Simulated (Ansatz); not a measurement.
Start of a relaxation of GeSb3O2:

```cif
data_structure
_symmetry_space_group_name_H-M 'P 1'
_symmetry_Int_Tables_number 1
_cell_length_a 3.8501
_cell_length_b 3.8501
_cell_length_c 8.4979
_cell_angle_alpha 90.000
_cell_angle_beta 90.000
_cell_angle_gamma 90.000
_cell_volume 125.97
loop_
_atom_site_label
_atom_site_type_symbol
_atom_site_fract_x
_atom_site_fract_y
_atom_site_fract_z
_atom_site_occupancy
Ge1 Ge 0.00000 0.00000 0.00000 1
Sb1 Sb 0.50000 0.50000 0.00000 1
Sb2 Sb 0.00000 0.50000 0.38350 1
Sb3 Sb 0.50000 0.00000 0.61650 1
O1 O 0.00000 0.50000 0.73650 1
O2 O 0.50000 0.00000 0.26350 1
```

Computed with DFT PBE, scalar-relativistic, plane waves, PAW (Ansatz). Cutoff 420 eV, Gaussian smearing, Γ-centred meshes. Cell and atoms relax first on a coarse mesh and then on a finer one. In between, the cell is made exact in the group found at 0.06 Å. In metals the finer mesh still leaves noise of several meV/atom or more. The steps can't lower the symmetry of their start. No spin polarisation.

A guess keeps its type if space group and coordination stay and the shape of the cell changes little (axis ratios within about 15 %, angles within 6°); the volume may change.

Task: Does this structure survive the relaxation?

Result: It doesn't keep its type. The symmetry stays P-4m2 (No. 115). The volume per atom grows by 10.0 %, from 21.0 to 23.1 Å³. The shortest distance goes from 2.72 Å (Ge–Sb) to 1.96 Å (Sb–O). The ratio c/a of the conventional cell changes by a factor of 0.86. Counting neighbours within 15 % of an atom's shortest distance, the start has Ge 8, O 9, Sb 5/8 and the end Ge 8, O 1, Sb 1/8. In detail, at the end Ge is surrounded by 4 O at 2.77 Å and 4 Sb at 2.95 Å; Sb on a site of symmetry -4m2 is surrounded by 4 O at 2.77 Å and 4 Ge at 2.95 Å; O has 1 Sb at 1.96 Å, 2 Ge at 2.77 Å and 2 Sb at 2.77 Å; 1 more site not described.

```
Ge Sb O
1.0
     4.17352    0.00000    0.00000
     0.00000    4.17352    0.00000
     0.00000    0.00000    7.95307
Ge Sb O
1 3 2
Direct
  0.00000 0.00000 0.00000
  0.50000 0.50000 0.00000
  0.00000 0.50000 0.52513
  0.50000 0.00000 0.47487
  0.00000 0.50000 0.77171
  0.50000 0.00000 0.22829
```

The last run used a 10×10×6 mesh (in the run's order of axes) for its 6-atom cell and Gaussian smearing of 0.10 eV. These runs have no spin–orbit coupling, which can matter for Sb. An odd number of electrons in the primitive cell allows no gap without spin; a larger cell or a magnetic state could open one. A structure relaxed within its symmetry needn't be a true minimum. Another cell of GeSb3O2 relaxed alike, in P4mm, lies 134 meV/atom lower, so this cell isn't the stable form at this level.

In counts of neighbours, a slash parts the counts of unlike sites.
